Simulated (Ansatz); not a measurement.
Values for one crystal, relaxed and computed with the program Ansatz at the PBE level (PAW); other levels are named.

| Item | Value |
|---|---|
| Volume per atom | 22.06 Å³ |
| Band gap | 0.16 eV (indirect) |
| Valence-band maximum | at Γ |
| Formation energy from the elements (no fitted shifts) | -0.27 eV/atom |
| Hole effective mass, band 1 of 3 at the edge | 0.34 along [100], 7.7 along [110], 0.94 along [111] (mₑ) |
| Smallest direct gap on the standard path | 0.95 eV |
| Bulk modulus (Birch–Murnaghan fit) | 49.7 GPa |

Question: Which of these materials gives this?
A) MgO, rock salt
B) BN, NiAs type
C) Li2Se, anti-fluorite
D) Mg2Ge, anti-fluorite

Answer: D, Mg2Ge, anti-fluorite

Space group Fm-3m (anti-fluorite). The PBE relaxation kept the symmetry of its start. The references are the lowest solids computed at this level, not always the standard phases. Spin–orbit coupling is left out wherever it is not named.

Potentials: the later of the program's two PAW sets.
